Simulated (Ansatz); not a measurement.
Consider the following.

Starting cell, SnO2 (rutile):

```yaml
crystal:
  lattice:
    - [4.82756, 0.00000, 0.00000]
    - [0.00000, 4.82756, 0.00000]
    - [0.00000, 0.00000, 3.23791]
  atoms:
    - { symbol: Sn, position: [0.00000, 0.00000, 0.00000] }
    - { symbol: Sn, position: [0.50000, 0.50000, 0.50000] }
    - { symbol: O, position: [0.30660, 0.30660, 0.00000] }
    - { symbol: O, position: [0.80660, 0.19340, 0.50000] }
    - { symbol: O, position: [0.19340, 0.80660, 0.50000] }
    - { symbol: O, position: [0.69340, 0.69340, 0.00000] }
```

Scan: atom 5 (O, nearest neighbour Sn at 2.089 Å; its periodic images, 3.2 Å or more away, move with it) is displaced along Cartesian [111], direction (0.577, 0.577, 0.577) in Cartesian axes, by s. The other atoms stay.

Method: PBE (plane waves to 420 eV, PAW, scalar-relativistic; Ansatz, a program for electronic structure). k mesh 6×6×8 (Γ-centred), Fermi-Dirac smearing 0.05 eV. E stands for the smeared free energy. SnO2 was relaxed with its symmetry unable to fall. The PAW data are Ansatz's earlier set. ΔE is measured from the undisplaced structure.

The scan covers s from -0.420 to 0.420 Å in 11 points.

Task: Is this a single well or a double well?

Result: A single well with its minimum at or next to zero displacement.

Task: Is the energy the same for equal positive and negative displacements?

Result: Even: the same for both signs. With its periodic images moving along, the atom's site symmetry in this cell is mm2.

Task: What is the force constant k = d²E/ds² of this move at s = 0?

Result: 6.22 eV/Å².

(A displaced cell: forces are minus the slopes of the energy, force constants its curvatures, and phonons follow from these.)
